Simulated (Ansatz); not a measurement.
Level of theory: DFT, BLYP, plane waves (420 eV) with PAW, scalar-relativistic (Ansatz 0.2.0). The PAW files were generated under PBE, with cores re-solved for the functional.

An element in the bcc structure gives this curve. The cell is scaled uniformly from the relaxed one, with fractional coordinates and shape fixed. Energies are extrapolated to zero smearing, pressures are those at the given smearing. Magnetic state: spin not included.

```tsv
V (Å³/atom)	E − E₀ (meV/atom)	P (GPa)
20.681	38.9	5.07
21.621	15.7	3.00
22.561	3.4	1.33
23.501	0.0	-0.01
24.441	3.6	-1.07
25.381	12.7	-1.92
26.321	26.3	-2.58
```

Task: Which element is it?
A. scandium
B. lithium
C. magnesium
D. gallium

Result: C. Its fit is V₀ = 23.46 Å³/atom, B₀ = 30 GPa, B₀′ = 4.6.
